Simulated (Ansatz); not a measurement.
A relaxed cell of Ge2Pd is given with its symmetry left out. The cell was found from a structure generator's guess, not taken from experiment.

All numbers below come from DFT PBE, scalar-relativistic, plane waves, PAW (Ansatz). Cutoff 420 eV, Γ-centred mesh, Gaussian smearing, no spin polarisation.

```
CELL_PARAMETERS angstrom
2.83676 0.00000 0.00000
-1.41838 2.45670 0.00000
0.00000 0.00000 7.86929
ATOMIC_POSITIONS crystal
Ge 0.00000 0.00000 0.31715
Ge 0.00000 0.00000 0.68285
Pd 0.00000 0.00000 0.00000
```

The zero of energy is the elements' standard structures at the same level; no fitted shifts are applied.

**Question.** Find its symmetry and describe it.

**Answer.** P6/mmm (No. 191). Conventional cell: a = 2.837 Å, c = 7.869 Å. Ge is surrounded by 1 Pd at 2.50 Å and 7 Ge at 2.84–2.88 Å; around Pd lie 2 Ge at 2.50 Å and 6 Pd at 2.84 Å.

**Question.** What is its formation energy per atom?

**Answer.** +0.09 eV/atom. It can't be a ground state, since the elements alone are lower.

**Question.** Is it a metal?

**Answer.** Yes, bands cross the Fermi level on the 18×18×6 mesh.

The last run used an 18×18×6 mesh (in the run's order of axes) for its 3-atom cell and Gaussian smearing of 0.10 eV. Symmetry constrained the relaxation, so the result can be a saddle point.
